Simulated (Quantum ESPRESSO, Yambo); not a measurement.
**Quasiparticle gap of GaSb at -2 % isotropic strain**

Space group F-43m (No. 216); a = b = c = 5.992 Å, α = β = γ = 90.00°

```csv
atom,site,symmetry,x,y,z
Ga,4a,-43m,0.0000,0.0000,0.0000
Sb,4d,-43m,0.7500,0.7500,0.7500
```
(The calculation used a cell of 2 atoms; values per cell refer to that cell.)

The PBEsol cell relaxed from Materials Project entry mp-1156 was given an isotropic strain of -2 % on all lattice vectors, and the atoms were relaxed again.

Starting point: norm-conserving PBE (stringent potentials; Quantum ESPRESSO, 114 Ry, scalar-relativistic). G0W0 in Yambo: 4×4×4 Γ-centred k mesh, bands 9 to 259 and a 15 Ry block in the screening, 259 bands in G with the Bruneval-Gonze terminator, plasmon pole fitted at 27.2 eV.

- PBE gap along the band path = 0.50 eV
- PBE gap between the mesh's edge points (Γ → Γ) = 0.50 eV
- G0W0 gap between the same points = 1.25 eV
- smallest G0W0 gap among all computed states (the edges move to other k points) = 1.08 eV

| k point | band | E PBE (eV) | E QP (eV) | shift (eV) | Z |
|---|---|---|---|---|---|
| Γ | VB | 0.00 | -0.59 | -0.59 | 0.80 |
| Γ | CB | 0.50 | 0.66 | 0.17 | 0.80 |
| L | VB | -1.25 | -1.91 | -0.66 | 0.80 |
| L | CB | 0.55 | 0.50 | -0.05 | 0.80 |
| W | VB | -3.41 | -4.16 | -0.75 | 0.79 |
| W | CB | 3.92 | 3.95 | 0.03 | 0.79 |

Energies count from the PBE valence-band maximum.

Convergence of the G0W0 settings was not tested.

Without spin-orbit coupling, band edges of such heavy elements can be off by tenths of an eV.
